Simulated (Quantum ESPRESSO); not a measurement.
# Li3InW2SnPt: finding a planted mistake in a log

A calculation, not a measurement. The program is pw.x of Quantum ESPRESSO 7.5 (plane-wave density functional theory). The cell is made up: eight metal atoms on a hexagonal close-packed lattice, with elements, volume, strain and displacements drawn at random and not relaxed, so it may be unstable or far from any real phase. PseudoDojo standard norm-conserving files set the functional (PBE unless stated); there is no spin polarisation or spin-orbit coupling, the Fermi-Dirac width of 0.25 eV means electrons at about 2900 K, and the masses in the input are unused placeholders. The tin pseudopotential is less sure than most, with forces differing by about three percent from a second method on plain tin. Heavy elements are run without spin-orbit coupling, which real alloys of them have. A spin test at this wide smearing found no moment, but such smearing suppresses magnetism that the real alloy may have.

Intended input:

```
&control calculation='scf', pseudo_dir='./dojo.nc.sr.pbe.v0_5.standard.upf', outdir='./o', disk_io='medium', tprnfor=.true., tstress=.true. /
&system ibrav=0, nat=8, ntyp=5, nbnd=53, ecutwfc=92.02030273, nosym=.true., tot_charge=0,
 occupations='smearing', smearing='fd', degauss=0.0183746611
/
&electrons conv_thr=1.470e-08, electron_maxstep=70, mixing_beta=0.5 /
ATOMIC_SPECIES
In 1.0 In.upf
Li 1.0 Li.upf
Pt 1.0 Pt.upf
Sn 1.0 Sn.upf
W 1.0 W.upf
CELL_PARAMETERS angstrom
4.4689 -2.5801 0.0
-2.9793 0.0 -4.8199
2.9793 5.1603 0.0
ATOMIC_POSITIONS angstrom
Li 0.0683 0.078 0.0254
In 1.4189 2.4883 -0.0305
Li 0.1044 1.716 -2.4472
Li 1.5111 4.3165 -2.3874
W 3.1065 0.0439 0.0264
Sn 4.4987 2.5649 -0.011
Pt 1.4163 -0.9016 -2.3656
W 3.1159 1.7392 -2.3817
K_POINTS automatic
5 5 4 1 1 1
```

The log is shortened where brackets say so; the opening notice, blank lines, dates and the lines on written files are dropped, and the path of the files is cut. It prints rydbergs, bohrs and kilobars, and counts compression as positive stress. Its total energy is the free energy E - TS of the whole cell.

Log of the intended run:

```
     Program PWSCF v.7.5
     Parallel version (MPI & OpenMP), running on       1 processor cores
     Number of MPI processes:                 1
     Threads/MPI process:                     1
     [start-up lines left out]
     bravais-lattice index     =            0
     lattice parameter (alat)  =       9.7514  a.u.
     unit-cell volume          =    1000.1107 (a.u.)^3
     number of atoms/cell      =            8
     number of atomic types    =            5
     number of electrons       =        82.00
     number of Kohn-Sham states=           53
     kinetic-energy cutoff     =      92.0203  Ry
     charge density cutoff     =     368.0812  Ry
     scf convergence threshold =      1.5E-08
     mixing beta               =       0.5000
     number of iterations used =            8  plain     mixing
     Exchange-correlation= PBE
                           (   1   4   3   4   0   0   0)
     [axes and pseudopotential details left out]
   Cartesian axes
     site n.     atom                  positions (alat units)
         1        Li     tau(   1) = (   0.0132358   0.0151156   0.0049223  )
         2        In     tau(   2) = (   0.2749683   0.4822071  -0.0059106  )
         3        Li     tau(   3) = (   0.0202317   0.3325433  -0.4742423  )
         4        Li     tau(   4) = (   0.2928357   0.8364936  -0.4626537  )
         5        W      tau(   5) = (   0.6020079   0.0085074   0.0051161  )
         6        Sn     tau(   6) = (   0.8718021   0.4970514  -0.0021317  )
         7        Pt     tau(   7) = (   0.2744645  -0.1747209  -0.4584291  )
         8        W      tau(   8) = (   0.6038296   0.3370392  -0.4615491  )
     number of k points=    50  Fermi-Dirac smearing, width (Ry)=  0.0184
                       cart. coord. in units 2pi/alat
        k(    1) = (   0.1407281   0.0437489  -0.1940485), wk =   0.0400000
        k(    2) = (   0.2489792   0.2312468  -0.2609612), wk =   0.0400000
     [further k points left out]
     Dense  grid:   119269 G-vectors     FFT dimensions: (  60,  72,  72)
     Estimated max dynamical RAM per process >     200.39 MB
     Initial potential from superposition of free atoms
     starting charge      81.9797, renormalised to      82.0000
     Starting wfcs are   54 randomized atomic wfcs
     total cpu time spent up to now is       29.0 secs
     per-process dynamical memory:   143.1 Mb
     Self-consistent Calculation
     iteration #  1     ecut=    92.02 Ry     beta= 0.50
     Davidson diagonalization with overlap
     ethr =  1.00E-02,  avg # of iterations =  6.2
     Threshold (ethr) on eigenvalues was too large:
     Diagonalizing with lowered threshold
     Davidson diagonalization with overlap
     ethr =  9.39E-04,  avg # of iterations =  1.1
     total cpu time spent up to now is      189.7 secs
     total energy              =    -897.78486413 Ry
     estimated scf accuracy    <       0.80390845 Ry
     iteration #  2     ecut=    92.02 Ry     beta= 0.50
     Davidson diagonalization with overlap
     ethr =  9.80E-04,  avg # of iterations =  2.3
     total cpu time spent up to now is      285.0 secs
     total energy              =    -897.94274074 Ry
     estimated scf accuracy    <       2.34392077 Ry
     [iterations 3 to 10 left out]
     iteration # 11     ecut=    92.02 Ry     beta= 0.50
     Davidson diagonalization with overlap
     ethr =  5.23E-10,  avg # of iterations =  2.4
     total cpu time spent up to now is      937.7 secs
     total energy              =    -898.18463876 Ry
     estimated scf accuracy    <       0.00000006 Ry
     iteration # 12     ecut=    92.02 Ry     beta= 0.50
     Davidson diagonalization with overlap
     ethr =  7.54E-11,  avg # of iterations =  2.6
     total cpu time spent up to now is     1009.5 secs
     End of self-consistent calculation
     [lines on levels left out]
!    total energy              =    -898.18463877 Ry
     estimated scf accuracy    <          5.2E-09 Ry
     smearing contrib. (-TS)   =      -0.09102848 Ry
     internal energy E=F+TS    =    -898.09361029 Ry
     The total energy is F=E-TS. E is the sum of the following terms:
     one-electron contribution =    -337.87426415 Ry
     hartree contribution      =     200.25765697 Ry
     xc contribution           =    -207.71086205 Ry
     ewald contribution        =    -552.76614106 Ry
     convergence has been achieved in  12 iterations
     Forces acting on atoms (cartesian axes, Ry/au):
     atom    1 type  2   force =     0.00544655   -0.00803819   -0.00266810
     atom    2 type  1   force =     0.01917622   -0.01741012    0.01624015
     atom    3 type  2   force =    -0.00696582   -0.00355178    0.00743692
     atom    4 type  2   force =     0.01212141    0.00210117   -0.00636731
     atom    5 type  5   force =    -0.01892458    0.01212854   -0.06057828
     atom    6 type  4   force =     0.02236613    0.04265039    0.01727636
     atom    7 type  3   force =     0.00138952   -0.00775814   -0.00731391
     atom    8 type  5   force =    -0.03460944   -0.02012188    0.03597414
     Total force =     0.105591     Total SCF correction =     0.000156
     Computing stress (Cartesian axis) and pressure
          total   stress  (Ry/bohr**3)                   (kbar)     P=      -81.15
  -0.00016981  -0.00025676  -0.00019070          -24.98      -37.77      -28.05
  -0.00025676  -0.00066971   0.00023949          -37.77      -98.52       35.23
  -0.00019070   0.00023949  -0.00081546          -28.05       35.23     -119.96
     init_run     :     27.21s CPU     28.76s WALL (       1 calls)
     electrons    :    929.61s CPU    980.51s WALL (       1 calls)
     forces       :     11.40s CPU     11.52s WALL (       1 calls)
     stress       :     43.30s CPU     44.55s WALL (       1 calls)
     [timing details left out]
     PWSCF        :  16m52.01s CPU  17m46.83s WALL
     JOB DONE.
```

A second run was made from an input with one planted mistake. Its log:

```
     Program PWSCF v.7.5
     Parallel version (MPI & OpenMP), running on       1 processor cores
     Number of MPI processes:                 1
     Threads/MPI process:                     1
     [start-up lines left out]
     bravais-lattice index     =            0
     lattice parameter (alat)  =       9.8588  a.u.
     unit-cell volume          =    1033.4916 (a.u.)^3
     number of atoms/cell      =            8
     number of atomic types    =            5
     number of electrons       =        82.00
     number of Kohn-Sham states=           53
     kinetic-energy cutoff     =      92.0203  Ry
     charge density cutoff     =     368.0812  Ry
     scf convergence threshold =      1.5E-08
     mixing beta               =       0.5000
     number of iterations used =            8  plain     mixing
     Exchange-correlation= PBE
                           (   1   4   3   4   0   0   0)
     [axes and pseudopotential details left out]
   Cartesian axes
     site n.     atom                  positions (alat units)
         1        Li     tau(   1) = (   0.0132451   0.0151235   0.0049262  )
         2        In     tau(   2) = (   0.2749644   0.4822084  -0.0059037  )
         3        Li     tau(   3) = (   0.0202222   0.3325449  -0.4742345  )
         4        Li     tau(   4) = (   0.2928289   0.8364898  -0.4626570  )
         5        W      tau(   5) = (   0.6020081   0.0085106   0.0051178  )
         6        Sn     tau(   6) = (   0.8717971   0.4970444  -0.0021276  )
         7        Pt     tau(   7) = (   0.2744660  -0.1747160  -0.4584209  )
         8        W      tau(   8) = (   0.6038291   0.3370302  -0.4615453  )
     number of k points=    50  Fermi-Dirac smearing, width (Ry)=  0.0184
                       cart. coord. in units 2pi/alat
        k(    1) = (   0.1407280   0.0437490  -0.1940509), wk =   0.0400000
        k(    2) = (   0.2489791   0.2312472  -0.2609645), wk =   0.0400000
     [further k points left out]
     Dense  grid:   123159 G-vectors     FFT dimensions: (  64,  72,  72)
     Estimated max dynamical RAM per process >     207.11 MB
     Initial potential from superposition of free atoms
     starting charge      81.9797, renormalised to      82.0000
     Starting wfcs are   54 randomized atomic wfcs
     total cpu time spent up to now is       35.4 secs
     per-process dynamical memory:   111.6 Mb
     Self-consistent Calculation
     iteration #  1     ecut=    92.02 Ry     beta= 0.50
     Davidson diagonalization with overlap
     ethr =  1.00E-02,  avg # of iterations =  6.2
     Threshold (ethr) on eigenvalues was too large:
     Diagonalizing with lowered threshold
     Davidson diagonalization with overlap
     ethr =  8.67E-04,  avg # of iterations =  1.4
     total cpu time spent up to now is      256.2 secs
     total energy              =    -897.79803842 Ry
     estimated scf accuracy    <       0.74461290 Ry
     iteration #  2     ecut=    92.02 Ry     beta= 0.50
     Davidson diagonalization with overlap
     ethr =  9.08E-04,  avg # of iterations =  2.3
     total cpu time spent up to now is      355.7 secs
     total energy              =    -897.93263809 Ry
     estimated scf accuracy    <       2.21745099 Ry
     [iterations 3 to 10 left out]
     iteration # 11     ecut=    92.02 Ry     beta= 0.50
     Davidson diagonalization with overlap
     ethr =  5.92E-10,  avg # of iterations =  3.6
     total cpu time spent up to now is     1178.0 secs
     total energy              =    -898.16398708 Ry
     estimated scf accuracy    <       0.00000007 Ry
     iteration # 12     ecut=    92.02 Ry     beta= 0.50
     Davidson diagonalization with overlap
     ethr =  8.80E-11,  avg # of iterations =  2.4
     total cpu time spent up to now is     1281.0 secs
     End of self-consistent calculation
     [lines on levels left out]
!    total energy              =    -898.16398709 Ry
     estimated scf accuracy    <          6.0E-09 Ry
     smearing contrib. (-TS)   =      -0.09473618 Ry
     internal energy E=F+TS    =    -898.06925091 Ry
     The total energy is F=E-TS. E is the sum of the following terms:
     one-electron contribution =    -347.26614882 Ry
     hartree contribution      =     203.52806203 Ry
     xc contribution           =    -207.58214881 Ry
     ewald contribution        =    -546.74901531 Ry
     convergence has been achieved in  12 iterations
     Forces acting on atoms (cartesian axes, Ry/au):
     atom    1 type  2   force =     0.00531596   -0.00705556   -0.00165725
     atom    2 type  1   force =     0.01573265   -0.01719988    0.01678227
     atom    3 type  2   force =    -0.00636207   -0.00336724    0.00654801
     atom    4 type  2   force =     0.01138667    0.00183499   -0.00639966
     atom    5 type  5   force =    -0.01316984    0.01548664   -0.06051685
     atom    6 type  4   force =     0.01970510    0.03712267    0.01314042
     atom    7 type  3   force =    -0.00085214   -0.00905691   -0.00834451
     atom    8 type  5   force =    -0.03175632   -0.01776471    0.04044757
     Total force =     0.101496     Total SCF correction =     0.000130
     Computing stress (Cartesian axis) and pressure
          total   stress  (Ry/bohr**3)                   (kbar)     P=     -100.19
  -0.00031708  -0.00024943  -0.00019283          -46.64      -36.69      -28.37
  -0.00024943  -0.00079490   0.00023316          -36.69     -116.93       34.30
  -0.00019283   0.00023316  -0.00093130          -28.37       34.30     -137.00
     init_run     :     33.34s CPU     35.15s WALL (       1 calls)
     electrons    :   1180.95s CPU   1245.62s WALL (       1 calls)
     forces       :     13.42s CPU     13.52s WALL (       1 calls)
     stress       :     49.04s CPU     49.37s WALL (       1 calls)
     [timing details left out]
     PWSCF        :  21m17.21s CPU  22m25.95s WALL
     JOB DONE.
```

Question: the log repeats what the program read. Compare it with the intended run: what was wrong in the second input?

Answer: the cell and the positions are scaled by a wrong factor. The input lines that differ:

```
- 4.4689 -2.5801 0.0
- -2.9793 0.0 -4.8199
- 2.9793 5.1603 0.0
+ 4.5181 -2.6085 0.0
+ -3.0121 0.0 -4.8729
+ 3.0121 5.2171 0.0
- Li 0.0683 0.078 0.0254
- In 1.4189 2.4883 -0.0305
- Li 0.1044 1.716 -2.4472
- Li 1.5111 4.3165 -2.3874
- W 3.1065 0.0439 0.0264
- Sn 4.4987 2.5649 -0.011
- Pt 1.4163 -0.9016 -2.3656
- W 3.1159 1.7392 -2.3817
+ Li 0.0691 0.0789 0.0257
+ In 1.4345 2.5157 -0.0308
+ Li 0.1055 1.7349 -2.4741
+ Li 1.5277 4.364 -2.4137
+ W 3.1407 0.0444 0.0267
+ Sn 4.5482 2.5931 -0.0111
+ Pt 1.4319 -0.9115 -2.3916
+ W 3.1502 1.7583 -2.4079
```

|  | intended run | run with the mistake |
| --- | --- | --- |
| free energy (eV) | -12220.425 | -12220.144 |
| entropy term -TS, part of it (eV) | -1.239 | -1.289 |
| pressure (GPa) | -8.12 | -10.02 |
| size of the largest force component (eV/Å) | 1.558 | 1.556 |
| largest change of a force component (eV/Å) |  | 0.148 |
| iterations | 12 | 12 |

For scale, a rerun of the intended cell at a higher cutoff and on a denser mesh moved values by no more than 0.004 eV in energy, 0.04 GPa in stress and 0.013 eV/Å in force, and a second program with other atomic files agreed on that cell to 2 % rms in force and 0.5 GPa in pressure.